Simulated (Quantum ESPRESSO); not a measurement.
```xyz
5
Lattice="3.9904 0.0000 0.0000 0.0000 3.9904 0.0000 0.0000 0.0000 4.1027" Properties=species:S:1:pos:R:3 pbc="T T T"
Ba     1.9952     1.9952     2.3900
Ti     0.0000     0.0000     0.4104
O      0.0000     1.9952     0.2635
O      1.9952     0.0000     0.2635
O      0.0000     0.0000     2.2522
```
The geometry is a computed Materials Project entry, not a measured one. It is BaTiO3 in P4mm. Stability against distortions was not tested. Forces on the atoms reach 0.12 eV/Å at this level. The run has no spin polarisation.

A lattice sum over point charges, one formal value an element (Ba +2, Ti +4, O -2), with no Sternheimer factor, costs far less than a self-consistent run. Taken along the main axis of each site's self-consistent tensor, it gives:

| site | V along that axis, point charges (a.u.) |
|---|---|
| Ba (atom 1) | 0.000 |
| Ti (atom 2) | -0.001 |
| O1 (atoms 3, 4) | 0.199 |
| O2 (atom 5) | 0.194 |

**Question.** How do the values of a PBE PAW density (pw.x of a modified build of Quantum ESPRESSO, JTH datasets) with the all-electron reconstruction of Petrilli and co-workers compare?

**Answer.** 
```csv
site,"Vzz, PAW (a.u.)",PAW over point charges
Ba,-0.076,–
Ti,0.143,–
O1,0.270,1.4
O2,0.173,0.9
```
  Cores are frozen. Against all-electron runs on small test molecules, this scheme's |Vzz| missed by −2 to +6 % on O. Ba, Ti had no test against all-electron runs. Spin–orbit coupling is left out, a limit on Ba.
